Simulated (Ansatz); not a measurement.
Na (bcc, W type)

```xyz
1
Lattice="-2.1110 2.1110 2.1110 2.1110 -2.1110 2.1110 2.1110 2.1110 -2.1110" Properties=species:S:1:pos:R:3 pbc="T T T"
Na     0.0000     0.0000     0.0000
```

This relaxed cell (volume V₀) is scaled evenly in all directions, its shape held. Symmetry pins the atoms to their sites.

All values below come from r2SCAN (plane waves to 500 eV, PAW, scalar-relativistic; Ansatz, a program for electronic structure). k mesh 16×16×16 (Γ-centred), Fermi-Dirac smearing 0.05 eV. The energy includes the smearing's −TS. Compression counts positive. Na was relaxed with its symmetry unable to fall. The zero of ΔE is the relaxed starting cell. The last digit holds for this mesh only.

| V (Å³/atom) | ΔE (meV/atom) |
|---|---|
| 33.866 | withheld |
| 34.806 | 5.8 |
| 35.747 | 2.5 |
| 36.688 | 0.6 |
| 37.628 | 0.0 |
| 38.569 | 0.5 |
| 39.510 | 2.0 |
| 40.451 | 4.4 |
| 41.391 | 7.6 |

**Question.** Fit a third-order Birch-Murnaghan form (E₀, V₀, B₀, B₀′ free) to the given rows and predict ΔE at V = 33.866.

**Answer.** Least squares on the 8 given rows: ΔE = E₀ + (9V₀B₀/16)·y²·[2 + (B₀′ − 4)y], y = (V₀/V)^(2/3) − 1, with V₀ = 37.659 Å³/atom, B₀ = 7.631 GPa (160.2 GPa = 1 eV/Å³; the term in eV is multiplied by 1000), B₀′ = 3.63, E₀ = -0.01 meV/atom; root-mean-square residual 0.01 meV/atom. At 33.866 the fit gives 10.7 meV/atom; the calculation gives 10.8 meV/atom, so the extrapolation is off by -0.1 (-0.9 %). For the pressure the fit gives 1.0 GPa against the computed 1.0 GPa.

(Under strain, the slope of the energy per volume gives the stress and its curvature an elastic modulus.)
